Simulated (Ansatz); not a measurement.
Level of theory: Ansatz, DFT PBE, scalar-relativistic, plane waves, PAW. Settings: cutoff 420 eV, Γ-centred meshes spaced at most about 0.3 Å⁻¹, and about 0.25 Å⁻¹ or finer for metals (2π included), Gaussian smearing. No spin polarisation in the final relaxations.

These are static total energies at zero pressure. All come from trial cells, and lower structures may exist.

**Question.** Order these relaxed structures of Cu4O by energy, lowest first, with the energy over the lowest of them.
A.

```
CELL_PARAMETERS angstrom
-2.53014 2.53014 2.53014
2.53014 -2.53014 2.53014
2.53014 2.53014 -2.53014
ATOMIC_POSITIONS crystal
Cu 0.00000 0.00000 0.52507
Cu 0.52507 0.00000 0.00000
Cu 0.00000 0.52507 0.00000
Cu 0.47493 0.47493 0.47493
O 0.00000 0.00000 0.00000
```

B.

```
CELL_PARAMETERS angstrom
3.96139 0.00000 0.00000
0.00000 3.96139 0.00000
0.00000 0.00000 3.96139
ATOMIC_POSITIONS crystal
Cu 0.00000 0.00000 0.00000
Cu 0.50000 0.50000 0.00000
Cu 0.50000 0.00000 0.50000
Cu 0.00000 0.50000 0.50000
O 0.50000 0.50000 0.50000
```

C.

```
CELL_PARAMETERS angstrom
4.97633 0.00000 0.00000
-2.48817 4.30963 0.00000
0.00000 0.00000 3.56333
ATOMIC_POSITIONS crystal
Cu 0.00000 0.00000 0.00000
Cu 0.50000 0.00000 0.00000
Cu 0.00000 0.50000 0.00000
Cu 0.50000 0.50000 0.00000
O 0.00000 0.00000 0.50000
```

**Answer.** B (0 meV/atom), A (183 meV/atom), C (312 meV/atom). Forms: B Pm-3m; A I-43m; C P6/mmm. Counting Cu atoms around O (those within 1.25 times the shortest such distance or 1.15 times the sum of covalent radii; a plus sign parts nearer from farther groups): B has O 6; A has O 4+4; C has O 2. Even the lowest lies +0.10 eV/atom against the elements.

No Hubbard U is applied to the 3d shell of Cu. Cells relaxed within their symmetry can be saddle points. Some types were kept out of the candidates beforehand, so the set may lack a known form.
